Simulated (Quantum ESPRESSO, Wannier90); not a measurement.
BaSnO3 (cubic perovskite), plane waves to Wannier functions

Materials Project entry mp-3163; symmetrised, unrelaxed at this level. COD (Crystallography Open Database) records the formula in this space group. Ideal cubic forms of this type are often high-temperature phases that distort on cooling; symmetry holds the cell here, and its stability was not tested. Computed values, not measurements, from PBEsol: Quantum ESPRESSO (norm-conserving PseudoDojo potentials, cutoff 68 Ry, spinors with spin-orbit coupling) on a Γ-centred 4×4×4 mesh, then Wannier90. Density: 8×8×8 mesh, Gaussian smearing 0.01 Ry.

On the energy scale of pw.x, whose zero is arbitrary, the valence-band maximum lies at 10.00 eV.

Input w.win:

```
num_bands = 2
num_wann = 2
exclude_bands = 3-86
spinors = true
num_iter = 1000
conv_tol = 1.0e-6
conv_window = 4
write_hr = true
write_u_matrices = true
auto_projections = true
begin unit_cell_cart
ang
    4.1434700000    0.0000000000    0.0000000000
    0.0000000000    4.1434700000    0.0000000000
    0.0000000000    0.0000000000    4.1434700000
end unit_cell_cart
begin atoms_frac
Ba   0.5000000000  0.5000000000  0.5000000000
Sn   0.0000000000  0.0000000000  0.0000000000
O    0.0000000000  0.5000000000  0.0000000000
O    0.5000000000  0.0000000000  0.0000000000
O    0.0000000000  0.0000000000  0.5000000000
end atoms_frac
mp_grid = 4 4 4
begin kpoints
0.0000000000 0.0000000000 0.0000000000
0.0000000000 0.0000000000 0.2500000000
0.0000000000 0.0000000000 0.5000000000
... (61 more lines: the 4x4x4 mesh through Gamma)
end kpoints
```

Input of pw2wannier90.x that gives the overlap and projection files (equivalent; here they were cut from one run over all bands):

```
&inputpp
  outdir = './out'
  prefix = 'pwscf'
  seedname = 'w'
  write_amn = .true.
  write_mmn = .true.
  atom_proj = .true.
  atom_proj_exclude = 3 4 5 6 7 8 9 10 11 12 13 14 15 16 17 18 19 20 21 22 23 24 25 26 27 28 29 30 31 32 33 34 35 36 37 38 39 40 41 42 43 44 45 46 47 48 49 50 51 52
/
```

Output w.wout (banner and timings cut):

```
                                    ------
                                    SYSTEM
                                    ------

                              Lattice Vectors (Ang)
                    a_1     4.143470   0.000000   0.000000
                    a_2     0.000000   4.143470   0.000000
                    a_3     0.000000   0.000000   4.143470

                   Unit Cell Volume:      71.13652  (Ang^3)

                        Reciprocal-Space Vectors (Ang^-1)
                    b_1     1.516407   0.000000   0.000000
                    b_2     0.000000   1.516407   0.000000
                    b_3     0.000000   0.000000   1.516407

 *----------------------------------------------------------------------------*
 |   Site       Fractional Coordinate          Cartesian Coordinate (Ang)     |
 +----------------------------------------------------------------------------+
 | ba   1   0.50000   0.50000   0.50000   |    2.07173   2.07173   2.07173    |
 | sn   1   0.00000   0.00000   0.00000   |    0.00000   0.00000   0.00000    |
 | o    1   0.00000   0.50000   0.00000   |    0.00000   2.07173   0.00000    |
 | o    2   0.50000   0.00000   0.00000   |    2.07173   0.00000   0.00000    |
 | o    3   0.00000   0.00000   0.50000   |    0.00000   0.00000   2.07173    |
 *----------------------------------------------------------------------------*
                                ------------
                                K-POINT GRID
                                ------------

             Grid size =  4 x  4 x  4      Total points =   64

 *---------------------------------- MAIN ------------------------------------*
 |  Number of Wannier Functions               :                 2             |
 |  Number of Objective Wannier Functions     :                 2             |
 |  Number of input Bloch states              :                 2             |
 |  Output verbosity (1=low, 5=high)          :                 1             |
 |  Timing Level (1=low, 5=high)              :                 1             |
 |  Optimisation (0=memory, 3=speed)          :                 3             |
 |  Length Unit                               :               Ang             |
 |  Post-processing setup (write *.nnkp)      :                 F             |
 |  Using Gamma-only branch of algorithms     :                 F             |
 *----------------------------------------------------------------------------*
 *------------------------------- WANNIERISE ---------------------------------*
 |  Total number of iterations                :              1000             |
 |  Number of CG steps before reset           :                 5             |
 |  Trial step length for line search         :             2.000             |
 |  Convergence tolerence                     :         0.100E-05             |
 |  Convergence window                        :                 4             |
 |  Iterations between writing output         :                 1             |
 |  Iterations between backing up to disk     :               100             |
 |  Write r^2_nm to file                      :                 F             |
 |  Write xyz WF centres to file              :                 F             |
 |  Write on-site energies <0n|H|0n> to file  :                 F             |
 |  Use guiding centre to control phases      :                 F             |
 |  Use phases for initial projections        :                 F             |
 *----------------------------------------------------------------------------*
 *-------------------------------- PLOTTING ----------------------------------*
 |  Plotting Hamiltonian in WF basis          :                 T             |
 *----------------------------------------------------------------------------*

       ... (k-mesh section left out)

 Starting a new Wannier90 calculation ...

 Reading overlaps from w.mmn

 Reading projections from w.amn

 *------------------------------- WANNIERISE ---------------------------------*
 +--------------------------------------------------------------------+<-- CONV
 | Iter  Delta Spread     RMS Gradient      Spread (Ang^2)            |<-- CONV
 +--------------------------------------------------------------------+<-- CONV

 ------------------------------------------------------------------------------
 Initial State
  WF centre and spread    1  (  2.071735,  2.071735,  2.071735 )     0.87723323
  WF centre and spread    2  (  2.071735,  2.071735,  2.071735 )     0.87723323
  Sum of centres and spreads (  4.143470,  4.143470,  4.143470 )     1.75446647

      0     0.175E+01     0.0000000000        1.7544664685  <-- CONV
        O_D=      0.0000000 O_OD=      0.0000000 O_TOT=      1.7544665 <-- SPRD
 ------------------------------------------------------------------------------
      1     0.000E+00     0.0000000002        1.7544664685  <-- CONV
        O_D=      0.0000000 O_OD=      0.0000000 O_TOT=      1.7544665 <-- SPRD
      2     0.000E+00     0.0000000002        1.7544664685  <-- CONV
        O_D=      0.0000000 O_OD=      0.0000000 O_TOT=      1.7544665 <-- SPRD
      3     0.000E+00     0.0000000002        1.7544664685  <-- CONV
        O_D=      0.0000000 O_OD=      0.0000000 O_TOT=      1.7544665 <-- SPRD
      4     0.000E+00     0.0000000002        1.7544664685  <-- CONV
        O_D=      0.0000000 O_OD=      0.0000000 O_TOT=      1.7544665 <-- SPRD
             <<<     Delta < 1.000E-06  over  4 iterations     >>>
             <<< Wannierisation convergence criteria satisfied >>>
 Final State
  WF centre and spread    1  (  2.071735,  2.071735,  2.071735 )     0.87723323
  WF centre and spread    2  (  2.071735,  2.071735,  2.071735 )     0.87723323
  Sum of centres and spreads (  4.143470,  4.143470,  4.143470 )     1.75446647

         Spreads (Ang^2)       Omega I      =     1.754466412
        ================       Omega D      =     0.000000019
                               Omega OD     =     0.000000037
    Final Spread (Ang^2)       Omega Total  =     1.754466468
```
